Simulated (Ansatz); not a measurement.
# O under pressure

Level of theory: Ansatz 0.2.0, DFT r2SCAN, scalar-relativistic, plane waves, PAW. Run with 500 eV cutoff, 12×12×12 k-mesh, Gaussian smearing of 0.02 eV, collinear spin.

Starting point, cell and atoms relaxed:

```xyz
2
Lattice="1.7135 0.9893 3.8228 -1.7135 0.9893 3.8228 0.0000 -1.9786 3.8228" Properties=species:S:1:pos:R:3 pbc="T T T"
O     0.0000    0.0000    0.6033
O     0.0000    0.0000   10.8652
```

Cell and atoms are relaxed at each pressure within the symmetry of the start, at zero temperature, so transitions that lower the symmetry aren't seen. The k-mesh given is that at zero pressure and may differ at others. a, b and c are the lengths of the cell vectors above. ΔH is E + PV over the energy at zero pressure. Gaps are generalised Kohn–Sham gaps over the whole zone.

With moments and this functional the run may sit in a state above the lowest one.

```tsv
P (GPa)	V (Å³/atom)	V/V0	a (Å)	b (Å)	c (Å)	α (°)	β (°)	γ (°)	ΔH (eV/atom)	gap (eV)	moment (μB/cell)
0	19.44	1.000	4.305	4.305	4.305	46.9	46.9	46.9	0.000	2.46	2.00
3	?	?	?	?	?	?	?	?	?	?	?
8	11.76	0.605	3.711	3.711	3.711	45.3	45.3	45.3	0.687	1.03	2.00
15	?	?	?	?	?	?	?	?	?	?	?
```

**Question.** What stands in the row for 3 GPa?

**Answer.** V 13.85 Å³/atom; V/V0 0.712; a 3.889 Å; b 3.889 Å; c 3.889 Å; α 45.9 °; β 45.9 °; γ 45.9 °; ΔH 0.292 eV/atom; gap 1.62 eV; moment 2.00 μB/cell.

**Question.** What stands in the row for 15 GPa?

**Answer.** V 10.43 Å³/atom; V/V0 0.537; a 3.588 Å; b 3.588 Å; c 3.588 Å; α 44.8 °; β 44.8 °; γ 44.8 °; ΔH 1.168 eV/atom; gap 0.52 eV; moment 2.00 μB/cell.